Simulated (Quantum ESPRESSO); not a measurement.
# Zn3AlOF7: one run as intended and one with a planted mistake

Simulated, not a measurement. The program is pw.x of Quantum ESPRESSO 7.5 (plane-wave density functional theory). The cell is made up: 12 atoms on a rutile lattice, with randomly drawn elements, strain and displacements, not relaxed. PseudoDojo standard norm-conserving files (v0.5 for PBE, v0.4.1 for LDA and PBEsol) set the functional; there is no spin polarisation, spin-orbit coupling or dispersion term, and the masses in the input are unused placeholders.

Intended input:

```
&control calculation='scf', pseudo_dir='./dojo.nc.sr.pbe.v0_5.standard.upf', outdir='./o', disk_io='low', tprnfor=.true., tstress=.true. /
&system ibrav=0, nat=12, ntyp=4, nbnd=65, ecutwfc=84.00895049, nosym=.true., tot_charge=0,
 occupations='smearing', smearing='fd', degauss=0.0018374661
/
&electrons conv_thr=7.350e-09, electron_maxstep=60, /
ATOMIC_SPECIES
Al 1.0 Al.upf
F 1.0 F.upf
O 1.0 O.upf
Zn 1.0 Zn.upf
CELL_PARAMETERS angstrom
4.8399 -0.0502 -0.0147
-0.0502 4.7972 0.0086
-0.0196 0.0114 6.4458
ATOMIC_POSITIONS angstrom
Zn 0.0994 -0.0596 -0.0165
Zn 2.3667 2.3043 1.764
Zn -0.0737 0.0361 3.2531
Al 2.3014 2.5127 4.8101
O 1.566 1.4768 0.0267
F 3.3158 3.4 0.0749
F 3.7607 0.9918 1.6157
F 1.1077 3.8001 1.7002
F 1.4145 1.4399 3.178
F 3.2571 3.2399 3.1986
F 3.8938 0.9332 4.8997
F 1.0389 3.8928 4.8659
K_POINTS automatic
5 5 4 1 1 1
```

The log is shortened where brackets say so; the opening notice, blank lines, dates and the lines on written files are dropped, and the path of the files is cut. It prints rydbergs, bohrs and kilobars, and counts compression as positive stress. Where no state is partly filled, the Fermi energy that it prints is only some level between the filled and the empty states on the mesh, and need not lie in the true gap.

Log of the intended run:

```
     Program PWSCF v.7.5
     Parallel version (MPI & OpenMP), running on       4 processor cores
     Number of MPI processes:                 4
     Threads/MPI process:                     1
     [start-up lines left out]
     bravais-lattice index     =            0
     lattice parameter (alat)  =       9.1466  a.u.
     unit-cell volume          =    1009.8228 (a.u.)^3
     number of atoms/cell      =           12
     number of atomic types    =            4
     number of electrons       =       118.00
     number of Kohn-Sham states=           65
     kinetic-energy cutoff     =      84.0090  Ry
     charge density cutoff     =     336.0358  Ry
     scf convergence threshold =      7.3E-09
     mixing beta               =       0.7000
     number of iterations used =            8  plain     mixing
     Exchange-correlation= PBE
                           (   1   4   3   4   0   0   0)
     [axes and pseudopotential details left out]
   Cartesian axes
     site n.     atom                  positions (alat units)
         1        Zn     tau(   1) = (   0.0205364  -0.0123136  -0.0034090  )
         2        Zn     tau(   2) = (   0.4889692   0.4760771   0.3644491  )
         3        Zn     tau(   3) = (  -0.0152267   0.0074584   0.6721027  )
         4        Al     tau(   4) = (   0.4754779   0.5191333   0.9937848  )
         5        O      tau(   5) = (   0.3235415   0.3051125   0.0055163  )
         6        F      tau(   6) = (   0.6850568   0.7024528   0.0154746  )
         7        F      tau(   7) = (   0.7769748   0.2049096   0.3338097  )
         8        F      tau(   8) = (   0.2288550   0.7851150   0.3512677  )
         9        F      tau(   9) = (   0.2922410   0.2974888   0.6565868  )
        10        F      tau(  10) = (   0.6729291   0.6693756   0.6608428  )
        11        F      tau(  11) = (   0.8044738   0.1928026   1.0122965  )
        12        F      tau(  12) = (   0.2146407   0.8042672   1.0053133  )
     number of k points=    50  Fermi-Dirac smearing, width (Ry)=  0.0018
                       cart. coord. in units 2pi/alat
        k(    1) = (   0.1013471   0.1017880   0.0939913), wk =   0.0400000
        k(    2) = (   0.1019138   0.1014574   0.2817198), wk =   0.0400000
     [further k points left out]
     Dense  grid:   105117 G-vectors     FFT dimensions: (  54,  54,  72)
     Estimated max dynamical RAM per process >     344.27 MB
     Estimated total dynamical RAM >       1.27 GB
     Initial potential from superposition of free atoms
     starting charge     117.9971, renormalised to     118.0000
     Starting wfcs are   66 randomized atomic wfcs
     total cpu time spent up to now is        4.5 secs
     per-process dynamical memory:   275.0 Mb
     Self-consistent Calculation
     iteration #  1     ecut=    84.01 Ry     beta= 0.70
     Davidson diagonalization with overlap
     ethr =  1.00E-02,  avg # of iterations =  3.9
     total cpu time spent up to now is       15.3 secs
     total energy              =   -1636.82229532 Ry
     estimated scf accuracy    <       1.95077623 Ry
     iteration #  2     ecut=    84.01 Ry     beta= 0.70
     Davidson diagonalization with overlap
     ethr =  1.65E-03,  avg # of iterations =  3.3
     total cpu time spent up to now is       26.7 secs
     total energy              =   -1635.99651564 Ry
     estimated scf accuracy    <       7.90762238 Ry
     [iterations 3 to 10 left out]
     iteration # 11     ecut=    84.01 Ry     beta= 0.70
     Davidson diagonalization with overlap
     ethr =  1.63E-09,  avg # of iterations =  3.0
     total cpu time spent up to now is      118.7 secs
     total energy              =   -1637.74666358 Ry
     estimated scf accuracy    <       0.00000033 Ry
     iteration # 12     ecut=    84.01 Ry     beta= 0.70
     Davidson diagonalization with overlap
     ethr =  2.83E-10,  avg # of iterations =  2.1
     total cpu time spent up to now is      127.7 secs
     End of self-consistent calculation
     [lines on levels left out]
     the Fermi energy is     6.7879 ev
!    total energy              =   -1637.74666363 Ry
     estimated scf accuracy    <          4.9E-09 Ry
     smearing contrib. (-TS)   =      -0.00000000 Ry
     internal energy E=F+TS    =   -1637.74666363 Ry
     The total energy is F=E-TS. E is the sum of the following terms:
     one-electron contribution =   -1274.41599741 Ry
     hartree contribution      =     682.14206434 Ry
     xc contribution           =    -222.98778118 Ry
     ewald contribution        =    -822.48494937 Ry
     convergence has been achieved in  12 iterations
     Forces acting on atoms (cartesian axes, Ry/au):
     atom    1 type  4   force =     0.03214383    0.06033869    0.05094563
     atom    2 type  4   force =    -0.02893118   -0.02180975   -0.15825775
     atom    3 type  4   force =     0.00166742    0.01569356   -0.03831797
     atom    4 type  1   force =    -0.02610848   -0.06830720    0.12630743
     atom    5 type  3   force =    -0.00389092    0.02368746   -0.08900514
     atom    6 type  2   force =     0.01461723    0.00057882   -0.06894402
     atom    7 type  2   force =     0.05999033   -0.05194709    0.03734214
     atom    8 type  2   force =    -0.05914136    0.04409817    0.02482375
     atom    9 type  2   force =    -0.00393786    0.00596942    0.09819416
     atom   10 type  2   force =     0.01077539    0.01166176    0.11146969
     atom   11 type  2   force =    -0.02440279    0.02137848   -0.04857993
     atom   12 type  2   force =     0.02721838   -0.04134234   -0.04597798
     Total force =     0.337949     Total SCF correction =     0.000237
     Computing stress (Cartesian axis) and pressure
          total   stress  (Ry/bohr**3)                   (kbar)     P=      -66.23
  -0.00030580  -0.00006781   0.00003256          -44.98       -9.98        4.79
  -0.00006781  -0.00036097   0.00007790           -9.98      -53.10       11.46
   0.00003256   0.00007790  -0.00068392            4.79       11.46     -100.61
     init_run     :      4.26s CPU      4.44s WALL (       1 calls)
     electrons    :    122.78s CPU    123.26s WALL (       1 calls)
     forces       :      2.05s CPU      2.06s WALL (       1 calls)
     stress       :      6.30s CPU      6.42s WALL (       1 calls)
     [timing details left out]
     PWSCF        :   2m15.53s CPU   2m16.38s WALL
     JOB DONE.
```

A second run has one planted mistake: two atoms have their elements exchanged. The input lines that differ, file-writing options aside:

```
- O 1.566 1.4768 0.0267
+ F 1.566 1.4768 0.0267
- F 3.8938 0.9332 4.8997
+ O 3.8938 0.9332 4.8997
```

Its log:

```
     Program PWSCF v.7.5
     Parallel version (MPI & OpenMP), running on       4 processor cores
     Number of MPI processes:                 4
     Threads/MPI process:                     1
     [start-up lines left out]
     bravais-lattice index     =            0
     lattice parameter (alat)  =       9.1466  a.u.
     unit-cell volume          =    1009.8228 (a.u.)^3
     number of atoms/cell      =           12
     number of atomic types    =            4
     number of electrons       =       118.00
     number of Kohn-Sham states=           65
     kinetic-energy cutoff     =      84.0090  Ry
     charge density cutoff     =     336.0358  Ry
     scf convergence threshold =      7.3E-09
     mixing beta               =       0.7000
     number of iterations used =            8  plain     mixing
     Exchange-correlation= PBE
                           (   1   4   3   4   0   0   0)
     [axes and pseudopotential details left out]
   Cartesian axes
     site n.     atom                  positions (alat units)
         1        Zn     tau(   1) = (   0.0205364  -0.0123136  -0.0034090  )
         2        Zn     tau(   2) = (   0.4889692   0.4760771   0.3644491  )
         3        Zn     tau(   3) = (  -0.0152267   0.0074584   0.6721027  )
         4        Al     tau(   4) = (   0.4754779   0.5191333   0.9937848  )
         5        F      tau(   5) = (   0.3235415   0.3051125   0.0055163  )
         6        F      tau(   6) = (   0.6850568   0.7024528   0.0154746  )
         7        F      tau(   7) = (   0.7769748   0.2049096   0.3338097  )
         8        F      tau(   8) = (   0.2288550   0.7851150   0.3512677  )
         9        F      tau(   9) = (   0.2922410   0.2974888   0.6565868  )
        10        F      tau(  10) = (   0.6729291   0.6693756   0.6608428  )
        11        O      tau(  11) = (   0.8044738   0.1928026   1.0122965  )
        12        F      tau(  12) = (   0.2146407   0.8042672   1.0053133  )
     number of k points=    50  Fermi-Dirac smearing, width (Ry)=  0.0018
                       cart. coord. in units 2pi/alat
        k(    1) = (   0.1013471   0.1017880   0.0939913), wk =   0.0400000
        k(    2) = (   0.1019138   0.1014574   0.2817198), wk =   0.0400000
     [further k points left out]
     Dense  grid:   105117 G-vectors     FFT dimensions: (  54,  54,  72)
     Estimated max dynamical RAM per process >     344.27 MB
     Estimated total dynamical RAM >       1.27 GB
     Initial potential from superposition of free atoms
     starting charge     117.9971, renormalised to     118.0000
     Starting wfcs are   66 randomized atomic wfcs
     total cpu time spent up to now is        4.4 secs
     per-process dynamical memory:   267.8 Mb
     Self-consistent Calculation
     iteration #  1     ecut=    84.01 Ry     beta= 0.70
     Davidson diagonalization with overlap
     ethr =  1.00E-02,  avg # of iterations =  4.1
     total cpu time spent up to now is       14.9 secs
     total energy              =   -1636.88418540 Ry
     estimated scf accuracy    <       1.86911578 Ry
     iteration #  2     ecut=    84.01 Ry     beta= 0.70
     Davidson diagonalization with overlap
     ethr =  1.58E-03,  avg # of iterations =  3.1
     total cpu time spent up to now is       25.9 secs
     total energy              =   -1636.53633888 Ry
     estimated scf accuracy    <       5.35093675 Ry
     [iterations 3 to 10 left out]
     iteration # 11     ecut=    84.01 Ry     beta= 0.70
     Davidson diagonalization with overlap
     ethr =  2.37E-10,  avg # of iterations =  2.0
     total cpu time spent up to now is      114.8 secs
     total energy              =   -1637.76398381 Ry
     estimated scf accuracy    <       0.00000002 Ry
     iteration # 12     ecut=    84.01 Ry     beta= 0.70
     Davidson diagonalization with overlap
     ethr =  1.43E-11,  avg # of iterations =  3.4
     total cpu time spent up to now is      124.4 secs
     End of self-consistent calculation
     [lines on levels left out]
     the Fermi energy is     6.6865 ev
!    total energy              =   -1637.76398381 Ry
     estimated scf accuracy    <          1.6E-09 Ry
     smearing contrib. (-TS)   =      -0.00000000 Ry
     internal energy E=F+TS    =   -1637.76398381 Ry
     The total energy is F=E-TS. E is the sum of the following terms:
     one-electron contribution =   -1276.23327518 Ry
     hartree contribution      =     683.04878977 Ry
     xc contribution           =    -222.99923890 Ry
     ewald contribution        =    -821.58025951 Ry
     convergence has been achieved in  12 iterations
     Forces acting on atoms (cartesian axes, Ry/au):
     atom    1 type  4   force =    -0.04967130    0.05145331   -0.00543795
     atom    2 type  4   force =     0.01064510   -0.00037990   -0.08909132
     atom    3 type  4   force =    -0.04369382    0.04316373    0.02354985
     atom    4 type  1   force =     0.07871375   -0.07205993    0.04410044
     atom    5 type  2   force =    -0.00076125    0.02630025   -0.05104854
     atom    6 type  2   force =    -0.02075083   -0.02882321   -0.04464854
     atom    7 type  2   force =     0.04770814   -0.04000681    0.00791553
     atom    8 type  2   force =    -0.05514456    0.04045368   -0.00428914
     atom    9 type  2   force =     0.00337147    0.01659842    0.07838391
     atom   10 type  2   force =    -0.00134086    0.00963040    0.08459569
     atom   11 type  3   force =    -0.01939499    0.02114022   -0.02949349
     atom   12 type  2   force =     0.05031915   -0.06747015   -0.01453646
     Total force =     0.262133     Total SCF correction =     0.000144
     Computing stress (Cartesian axis) and pressure
          total   stress  (Ry/bohr**3)                   (kbar)     P=      -70.94
  -0.00043101   0.00040566  -0.00003019          -63.40       59.68       -4.44
   0.00040566  -0.00046958   0.00001678           59.68      -69.08        2.47
  -0.00003019   0.00001678  -0.00054610           -4.44        2.47      -80.33
     init_run     :      4.16s CPU      4.34s WALL (       1 calls)
     electrons    :    119.63s CPU    120.04s WALL (       1 calls)
     forces       :      1.82s CPU      1.83s WALL (       1 calls)
     stress       :      6.34s CPU      6.51s WALL (       1 calls)
     [timing details left out]
     PWSCF        :   2m12.08s CPU   2m12.89s WALL
     JOB DONE.
```

```
                                            intended run  run with the mistake
                          free energy (eV)    -22282.679            -22282.914
                    smearing term -TS (eV)        0.0000                0.0000
                            pressure (GPa)         -6.62                 -7.09
            largest force component (eV/Å)         4.069                 2.291
largest change of a force component (eV/Å)                               2.695
                                iterations            12                    12
```

For scale, a rerun of the intended cell at 1437 eV and a 7 x 7 x 6 mesh moved values by no more than 0.004 eV in energy, 0.02 GPa in stress and 0.002 eV/Å in force.